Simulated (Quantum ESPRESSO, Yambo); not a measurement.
KMgF3 (cubic perovskite, space group Pm-3m, No. 221): one geometry, one set of PBEsol (pw.x of Quantum ESPRESSO, ONCV potentials, scalar-relativistic) orbitals, self-energies from Yambo (4×4×4 Γ-centred k mesh, bands 2 to 123 and a 8 Ry block in the screening, 123 bands in G with the Bruneval-Gonze terminator, plasmon pole fitted at 27.2 eV).

```tsv
level	gap R → Γ (eV)	direct gap at Γ (eV)
PBEsol (Quantum ESPRESSO)	7.21	7.53
exchange only (Hartree-Fock self-energy on PBEsol orbitals)	19.90	20.13
static COHSEX@PBEsol	___	___
G0W0@PBEsol, plasmon pole	___	___
```

Problem. Fill in the missing entries.

Solution. 
- static COHSEX@PBEsol, gap R → Γ (eV): 12.67
- static COHSEX@PBEsol, direct gap at Γ (eV): 13.01
- G0W0@PBEsol, plasmon pole, gap R → Γ (eV): 11.37
- G0W0@PBEsol, plasmon pole, direct gap at Γ (eV): 11.71

Bare exchange has no screening and gives the widest gap; static COHSEX screens it but leaves out the frequency dependence, which G0W0 restores.

Nearest settings tried, and what they do to the gap: 79 bands in W, 79 bands in G: +90 meV; 1 Ry block (19 vectors against 179): +967 meV. Not varied: mesh. So the settings aren't converged at that level.

Geometry of the Materials Project entry, not relaxed at this level; primitive cell a = 3.9785 Å, b = 3.9785 Å, c = 3.9785 Å, α = 90.00°, β = 90.00°, γ = 90.00°.
